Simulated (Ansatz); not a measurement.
### Question
Each is relaxed and computed with the program Ansatz at the r²SCAN level (PAW). Which is the only one with a gap?
A. ZrB2, P6/mmm (Zr on 1a, B on 2d)
B. BiB, CsCl type
C. BN, P4_2/mnm (B on 4f, N on 4g)
D. ReB2, P6_3/mmc (Re on 2c, B on 4f)

### Answer
C, BN, P4_2/mnm (B on 4f, N on 4g). BN: gap 5.31 eV (indirect); ZrB2: metal; BiB: metal; ReB2: metal. Constructed cells (a structure type filled with these elements, in neither database checked): BiB, CsCl type. Built on a structure type that need not be the filed one of that space group: BN, P4_2/mnm (B on 4f, N on 4g). Not the usual ambient phase: BN, P4_2/mnm (B on 4f, N on 4g). Standing as an ambient phase not checked: ReB2, P6_3/mmc (Re on 2c, B on 4f). All cells were relaxed under the symmetry of their starts (and spin orders); stability against distortions was not tested throughout. Rows with no word on spin ran without spin polarisation. Spin–orbit coupling is left out wherever it is not named.

Potentials: the later of the program's two PAW sets.
